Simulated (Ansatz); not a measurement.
**Structure optimisation: titanium, fcc**

Theory: Ansatz 0.2.0, DFT, m-r2SCAN, plane waves (500 eV) with PAW, scalar-relativistic. (PAW data from PBE, frozen cores regenerated.)

k-point mesh 13×13×13, Fermi-Dirac smearing 0.05 eV, starting moments 1.00 μB. Cell and atoms relax.

Starting structure:

```yaml
crystal:
  lattice:
    - [0.0, 2.0668332624, 2.0668332624]
    - [2.0668332624, 0.0, 2.0668332624]
    - [2.0668332624, 2.0668332624, 0.0]
  atoms:
    - { symbol: Ti, position: [0.0, 0.0, 0.0], spin: 1.0 }
hamiltonian:
  xc: mr2scan
  pseudopotentials:
    kind: paw
    azcp:
      Ti: "pseudopotentials/Ti.paw.azcp"
basis:
  ecutwfc: 500
  fft_grid_basis: typed
kpoints:
  mp_grid: { grid: [13, 13, 13], shift: [0, 0, 0] }
magnetization:
  spin_polarized: true
scf:
  occupations: { method: fermi_dirac, width: 0.05 }
relax:
  max_steps: 60
  f_tol: 0.01
  cell: {}
```

What cell does the relaxation end in?

Fm-3m with a = 4.109 Å; 17.34 Å³ per atom against 17.66 at the start (-1.8 %).

How much energy does the relaxation gain?

2.0 meV per atom.

Path of the relaxation (the plane waves are chosen anew near the end, which can shift the energy a little):

```csv
step,E − E(final) (meV/atom),V (Å³/atom),P (GPa),max force (eV/Å)
0,1.96,17.658,-1.94,0.000
1,-0.17,17.349,-0.05,0.000
2,0.00,17.349,-0.05,0.000
3,0.00,17.341,0.00,0.000
4,0.00,17.341,0.00,0.000
```

Which magnetic state does it end in?

non-magnetic.

m-r²SCAN is r²SCAN on the gauge-invariant kinetic-energy density; without spin polarisation the two are equal.
